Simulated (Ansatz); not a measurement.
Input, command and steps of an Ansatz relaxation.

```yaml
crystal:
  lattice:
    - [3.3643018541, 0.0, 0.0]
    - [-1.6821509271, 2.9135708716, 0.0]
    - [0.0, 0.0, 22.8127153136]
  atoms:
    - { symbol: Zn, position: [0.3333333333, 0.6666666667, 0.6356946463] }
    - { symbol: Zn, position: [0.3333333333, 0.6666666667, 0.8643053537] }
    - { symbol: Zn, position: [0.6666666667, 0.3333333333, 0.1356946463] }
    - { symbol: Zn, position: [0.6666666667, 0.3333333333, 0.3643053537] }
    - { symbol: In, position: [0.0, 0.0, 0.5] }
    - { symbol: In, position: [0.0, 0.0, 0.0] }
    - { symbol: Ga, position: [0.0, 0.0, 0.75] }
    - { symbol: Ga, position: [0.0, 0.0, 0.25] }
    - { symbol: O, position: [0.3333333333, 0.6666666667, 0.5480332348] }
    - { symbol: O, position: [0.0, 0.0, 0.6624921443] }
    - { symbol: O, position: [0.3333333333, 0.6666666667, 0.75] }
    - { symbol: O, position: [0.0, 0.0, 0.8375078557] }
    - { symbol: O, position: [0.3333333333, 0.6666666667, 0.9519667652] }
    - { symbol: O, position: [0.6666666667, 0.3333333333, 0.0480332348] }
    - { symbol: O, position: [0.0, 0.0, 0.1624921443] }
    - { symbol: O, position: [0.6666666667, 0.3333333333, 0.25] }
    - { symbol: O, position: [0.0, 0.0, 0.3375078557] }
    - { symbol: O, position: [0.6666666667, 0.3333333333, 0.4519667652] }
basis:
  ecutwfc: 500
kpoints:
  mp_grid: { grid: [12, 12, 2] }
hamiltonian:
  xc: r2scan
scf:
  occupations: { method: gaussian, width: 0.02 }
output:
  forces: true
  stress: true
  eigenvalues: true
relax:
  adjacent_minimum: "off"
  f_tol: 0.01
  max_steps: 30
  cell: { stress_tol: 0.1, fix: [volume] }
```

```bash
ansatz run input.yaml --threads 4 --pin off --max-ram 10240MiB --backend cpu --events-out ev --progress --plain --runs-dir out
```

Method: Ansatz, DFT r2SCAN, scalar-relativistic, plane waves, PAW.

The volume is held at 1.06 times that of the relaxed cell.

Of 4 frames 3 are shown, positions in Å and forces in eV/Å; the SCF threshold varies from step to step. Steps run on the plane waves of an earlier cell, with a Pulay correction in the pressure. The basis is chosen afresh for the last frame, the zero of the energies, and at times for earlier ones too; energy and pressure can step there, also at an unchanged geometry. Where two frames share a geometry here, they differ by under 2 meV/atom and 0.3 GPa.

```xyz
18
Lattice="3.3643 0.0000 0.0000 -1.6822 2.9136 0.0000 0.0000 0.0000 22.8127" Properties=species:S:1:pos:R:3:forces:R:3 pbc="T T T" step=1 free_energy_over_end_meV_per_atom=0.07 pressure_GPa=-8.88
Zn    0.0000    1.9424   14.5019    0.0000    0.0000    0.0203
Zn    0.0000    1.9424   19.7172    0.0000    0.0000   -0.0203
Zn    1.6822    0.9712    3.0956    0.0000    0.0000    0.0203
Zn    1.6822    0.9712    8.3108    0.0000    0.0000   -0.0203
In    0.0000    0.0000   11.4064    0.0000    0.0000    0.0000
In    0.0000    0.0000    0.0000    0.0000    0.0000    0.0000
Ga    0.0000    0.0000   17.1095    0.0000    0.0000    0.0000
Ga    0.0000    0.0000    5.7032    0.0000    0.0000    0.0000
O     0.0000    1.9424   12.5021    0.0000    0.0000   -0.0783
O     0.0000    0.0000   15.1132    0.0000    0.0000    0.0705
O     0.0000    1.9424   17.1095    0.0000    0.0000    0.0000
O     0.0000    0.0000   19.1058    0.0000    0.0000   -0.0705
O     0.0000    1.9424   21.7169    0.0000    0.0000    0.0783
O     1.6822    0.9712    1.0958    0.0000    0.0000   -0.0783
O     0.0000    0.0000    3.7069    0.0000    0.0000    0.0705
O     1.6822    0.9712    5.7032    0.0000    0.0000    0.0000
O     0.0000    0.0000    7.6995    0.0000    0.0000   -0.0705
O     1.6822    0.9712   10.3106    0.0000    0.0000    0.0783
18
Lattice="3.3649 0.0000 0.0000 -1.6825 2.9141 0.0000 0.0000 0.0000 22.8045" Properties=species:S:1:pos:R:3:forces:R:3 pbc="T T T" step=2 free_energy_over_end_meV_per_atom=0.02 pressure_GPa=-8.84
Zn    0.0000    1.9427   14.4957    0.0000    0.0000    0.0207
Zn    0.0000    1.9427   19.7111    0.0000    0.0000   -0.0207
Zn    1.6825    0.9714    3.0934    0.0000    0.0000    0.0207
Zn    1.6825    0.9714    8.3089    0.0000    0.0000   -0.0207
In    0.0000    0.0000   11.4023    0.0000    0.0000    0.0000
In    0.0000    0.0000    0.0000    0.0000    0.0000    0.0000
Ga    0.0000    0.0000   17.1034    0.0000    0.0000    0.0000
Ga    0.0000    0.0000    5.7011    0.0000    0.0000    0.0000
O     0.0000    1.9427   12.4936    0.0000    0.0000   -0.0127
O     0.0000    0.0000   15.1092    0.0000    0.0000    0.0346
O     0.0000    1.9427   17.1034    0.0000    0.0000    0.0000
O     0.0000    0.0000   19.0976    0.0000    0.0000   -0.0346
O     0.0000    1.9427   21.7132    0.0000    0.0000    0.0127
O     1.6825    0.9714    1.0913    0.0000    0.0000   -0.0127
O     0.0000    0.0000    3.7070    0.0000    0.0000    0.0346
O     1.6825    0.9714    5.7011    0.0000    0.0000    0.0000
O     0.0000    0.0000    7.6953    0.0000    0.0000   -0.0346
O     1.6825    0.9714   10.3109    0.0000    0.0000    0.0127
18
Lattice="3.3648 0.0000 0.0000 -1.6824 2.9140 0.0000 0.0000 0.0000 22.8066" Properties=species:S:1:pos:R:3:forces:R:3 pbc="T T T" step=4 free_energy_over_end_meV_per_atom=0.00 pressure_GPa=-8.82
Zn    0.0000    1.9426   14.4997    0.0000    0.0000    0.0062
Zn    0.0000    1.9426   19.7103    0.0000    0.0000   -0.0062
Zn    1.6824    0.9713    3.0964    0.0000    0.0000    0.0062
Zn    1.6824    0.9713    8.3070    0.0000    0.0000   -0.0062
In    0.0000    0.0000   11.4033    0.0000    0.0000    0.0000
In    0.0000    0.0000    0.0000    0.0000    0.0000    0.0000
Ga    0.0000    0.0000   17.1050    0.0000    0.0000    0.0000
Ga    0.0000    0.0000    5.7017    0.0000    0.0000    0.0000
O     0.0000    1.9426   12.4953    0.0000    0.0000    0.0004
O     0.0000    0.0000   15.1140    0.0000    0.0000   -0.0011
O     0.0000    1.9426   17.1050    0.0000    0.0000    0.0000
O     0.0000    0.0000   19.0959    0.0000    0.0000    0.0011
O     0.0000    1.9426   21.7147    0.0000    0.0000   -0.0004
O     1.6824    0.9713    1.0920    0.0000    0.0000    0.0004
O     0.0000    0.0000    3.7107    0.0000    0.0000   -0.0011
O     1.6824    0.9713    5.7017    0.0000    0.0000    0.0000
O     0.0000    0.0000    7.6926    0.0000    0.0000    0.0011
O     1.6824    0.9713   10.3114    0.0000    0.0000   -0.0004
```

Time: 2.3 min on 4 threads of Intel(R) Xeon(R) Platinum 8259CL CPU @ 2.50GHz (Skylake/Cascade Lake) (shared host), peak memory 2 GiB.